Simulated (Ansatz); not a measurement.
Input:

Ca:
```yaml
crystal:
  lattice:
    - [0.00000, 2.66798, 2.66798]
    - [2.66798, 0.00000, 2.66798]
    - [2.66798, 2.66798, 0.00000]
  atoms:
    - { symbol: Ca, position: [0.00000, 0.00000, 0.00000] }
```

This is the LDA-relaxed structure.

### Question
All from LDA in the plane-wave PAW code Ansatz, unless another level is named. Predict the Debye temperature from the elastic constants.

### Answer
225 K.

### Question
Predict the elastic constants (relaxed ions, GPa).

### Answer
C11 = 24.5, C12 = 17.2, C44 = 16.4.

Space group Fm-3m (fcc (Cu type)). The LDA relaxation kept the symmetry of its start. As this level gives no gap, shear constants depend on the k-mesh and smearing (Fermi–Dirac, 0.1 eV here).

Potentials: the earlier of the program's two PAW sets. The files were generated under PBE; for other functionals the program regenerates the frozen cores, and for LDA and PBEsol the local potential too.
